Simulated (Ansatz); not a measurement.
Space group Fm-3m (No. 225). a = 5.386 Å, b = 5.386 Å, c = 5.386 Å, α = 90.00°, β = 90.00°, γ = 90.00°
```json
{"atom": "Si", "site": "8c", "symmetry": "-43m", "x": "0.2500", "y": "0.7500", "z": "0.7500"}
{"atom": "Ni", "site": "4a", "symmetry": "m-3m", "x": "0.0000", "y": "0.0000", "z": "0.0000"}
```

Equation of state of this Si2Ni structure (not necessarily the ground state), with shape and atoms relaxed at each volume where symmetry leaves them free. It has no gap at any of these volumes. Level of theory: DFT r2SCAN, scalar-relativistic, plane waves, PAW in Ansatz.

Cutoff 500 eV; k points 14×14×14 on the computed 3-atom cell (Γ-centred); Gaussian smearing, width 0.10 eV; no spin polarisation.

```tsv
V (Å³/atom)	E − E(largest V) (meV/atom)	P (GPa)
12.239	5.32	11.56
12.630	-14.82	5.22
13.021	-20.94	0.01
13.411	-15.46	-4.41
13.802	0.00	-8.16
```

Q: Fit a third-order Birch–Murnaghan equation to E(V).

A: V0 = 13.02 Å³/atom, B0 = 160 GPa, B0' = 4.7.

Cost: 5 runs of about 1.4 core-minutes in all, on AMD EPYC 7R43 (Zen 3) (shared hosts).